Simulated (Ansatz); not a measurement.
**Al₂As₅: rattling a relaxed structure**

It was reached by relaxing an invented guess, and it needn't be the stable form of this composition.

These are results of DFT PBE, scalar-relativistic, plane waves, PAW (Ansatz), not measurements. Cutoff 420 eV; k points 12×12×2 on the computed 14-atom cell (Γ-centred); Gaussian smearing, width 0.01 eV; no spin polarisation.

The cell below (14 atoms, space group P3m1 (No. 156)) is relaxed within its symmetry.

```
CELL_PARAMETERS angstrom
3.96459 0.00000 0.00000
-1.98230 3.43344 0.00000
0.00000 0.00000 23.71606
ATOMIC_POSITIONS crystal
Al 0.00000 0.00000 0.42447
Al 0.66667 0.33333 0.28332
Al 0.33333 0.66667 0.14203
Al 0.00000 0.00000 0.00074
As 0.33333 0.66667 0.46315
As 0.00000 0.00000 0.31877
As 0.66667 0.33333 0.17753
As 0.33333 0.66667 0.03614
As 0.00000 0.00000 0.89412
As 0.33333 0.66667 0.84317
As 0.33333 0.66667 0.69340
As 0.66667 0.33333 0.74674
As 0.66667 0.33333 0.55445
As 0.00000 0.00000 0.60747
```

For the test it was strained at random (σ = 1.5 % a component), the atoms were moved at random (σ = 0.10 Å), and all was relaxed again on a coarse 6×6×1 mesh (in the run’s order of axes) with 0.20 eV smearing, with no symmetry imposed.

No dispersion correction is applied, so the spacing and binding between layers, chains or molecules are poorly described.

Problem. What happens?

Solution. It returns, within 1 meV/atom of the unmoved cell on that mesh and with the same symmetry when read at 0.1 Å (P1 at 0.01 Å, so small strains and shifts remain). So it is stable against the distortions that fit this cell and that this random move excites. Modes that don't fit the cell aren't tested.
